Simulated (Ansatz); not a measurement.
An Ansatz input:

```yaml
crystal:
  lattice:
    - [0.0, 2.4876924448, 2.4876924448]
    - [2.4876924448, 0.0, 2.4876924448]
    - [2.4876924448, 2.4876924448, 0.0]
  atoms:
    - { symbol: "Y", position: [0.0, 0.0, 0.0] }
hamiltonian:
  xc: blyp
  pseudopotentials:
    kind: paw
    azcp:
      "Y": "pseudopotentials/Y.paw.azcp"
basis:
  ecutwfc: 420
  fft_grid_basis: typed
kpoints:
  mp_grid: { grid: [12, 12, 12], shift: [0, 0, 0] }
magnetization:
  spin_polarized: false
scf:
  occupations: { method: fermi_dirac, width: 0.1 }
  lower_state_search: "off"
output:
  stress: true
```

Terminal output

```
Engine: ansatz 0.2.0, x86_64-unknown-linux-gnu
Pseudopotentials: kind: paw
Pseudopotential: Y, paw, valence charge 11, recommended cutoff 420 eV (normal) 
Functional definition: BLYP
  parameter beta = 0.0042
  parameter a = 0.04918
  parameter b = 0.132
  parameter c = 0.2533
  parameter d = 0.349
  exchange = b88_x(beta = beta)
  correlation = lyp_c(a = a, b = b, c = c, d = d)
Crystal: 1 atoms, lattice volume = 30.791 Å³
Basis set: ecut = 420 eV, 609 PW (Γ), exchange–correlation on 48×48×48 points (8 copies of the dense FFT grid, shifted against one another)
Bands: 10, of which v1, the nominal top of the filled ones, is band 6 counted from 1 (5 counted from 0)
Symmetry: 48 space group operations
Space group: Fm-3m (ITA 225), of the structure as read, at distance tolerance 3.1e-5 Å
k-points: 72 of 1728
Non-local potential: Y, projectors of the file, l = 0: 3, l = 1: 2, l = 2: 2, l = 3: 1
PAW form: soft (Blöchl's): semilocal exchange-correlation on the pseudo side does not see the compensation charge
PAW frozen core: Y, regenerated for the run's functional, and the local potential with it (the file was generated under x = pbe(κ = 0.804, μ = 0.2195149727645171), c = pbe(β = 0.06672455060314922))
PAW one-centre angular grid: Y, 590 points (default); XC on 64 Gauss nodes
Initial density: superposition of atomic densities (neutral atoms: chi_scale 0, normalization atom), corrected by the library's trained network
Initial wavefunctions: pseudopotential atomic-orbital guess
Functional: x = b88, c = lyp
SCF iter   1: F=—  HF=-3861.156765 eV  |F-HF|=—  |Δ(HF+E_count)|=         —  Δρ=4.84e-3  dr2=9.83e-3  ethr=1.77e-3  ⟨swp⟩=5.0  Hψ=4113  notcnv=0
SCF iter   2: F=—  HF=-3861.155302 eV  |F-HF|=—  |Δ(HF+E_count)|=   1.46e-3  Δρ=3.05e-3  dr2=4.29e-3  ethr=8.93e-5  ⟨swp⟩=1.0  Hψ=1296  notcnv=0
SCF iter   3: F=—  HF=-3861.154620 eV  |F-HF|=—  |Δ(HF+E_count)|=   6.82e-4  Δρ=4.79e-4  dr2=4.60e-5  ethr=3.90e-5  ⟨swp⟩=2.3  Hψ=1049  notcnv=0
SCF iter   4: F=—  HF=-3861.154629 eV  |F-HF|=—  |Δ(HF+E_count)|=   8.89e-6  Δρ=2.06e-4  dr2=1.17e-5  ethr=4.18e-7  ⟨swp⟩=2.0  Hψ=1103  notcnv=0
SCF iter   5: F=—  HF=-3861.154623 eV  |F-HF|=—  |Δ(HF+E_count)|=   5.19e-6  Δρ=4.57e-5  dr2=5.17e-7  ethr=1.06e-7  ⟨swp⟩=2.3  Hψ=1080  notcnv=0
SCF iter   6: F=-3861.154623 eV  HF=-3861.154623 eV  |F-HF|=1.80e-9  |Δ(HF+E_count)|=   2.18e-7  Δρ=3.78e-6  dr2=3.61e-9  ethr=9.09e-10  ⟨swp⟩=4.2  Hψ=2182  notcnv=0
SCF 1 converged in 6 iterations: F = -3861.154623 eV  dr2 = 3.61e-9
SCF converged after 6 iterations
Free energy (F): -3861.154623 eV
Harris-Foulkes:  -3861.154623 eV  (|F-HF|=1.80e-9)
Internal energy: -3861.104968 eV  (E = F + TS)
E sigma→0 (E₀):  -3861.129796 eV
Entropy (-TS):   -0.049655 eV (-49.655 meV/atom)
Fermi energy:    10.622141 eV
--- Per-component energies (eV) ---
  E_band       = -107.664175
  E_kinetic    = 306.511342
  E_local      = -592.831596  (includes V_loc(G=0)·N_el)
  E_nonlocal   = 50.957037
  E_hartree    = 188.668371
  E_xc         = -170.941392
  E_vxc        = -195.782047  (∫ρ·V_xc dr)
  E_paw        = -2840.747414  (= ΣΔE_a)
  E_vpaw       = -53.854231  (= ΣTr[D̂ρ^β])
  E_aug_tail   = 0.000002  (compensation charges beyond the density's cutoff)
  E_ewald      = -802.798897
  E_core_change = 0.077577  (= ΣΔE_core)
  E_smearing   = -0.049655  (= −TS)
  E_closure    = -0.000000  (closes the sum)
  Σ components = -3861.154623   (vs F -3861.154623, Δ=0.00e0)
--- Stress (GPa, compression-positive) ---
        3.581305      -0.000000      -0.000000
        0.000000       3.581305       0.000000
       -0.000000      -0.000000       3.581305
  P = ⅓ Tr σ = 3.5813 GPa (35.813 kbar)
```
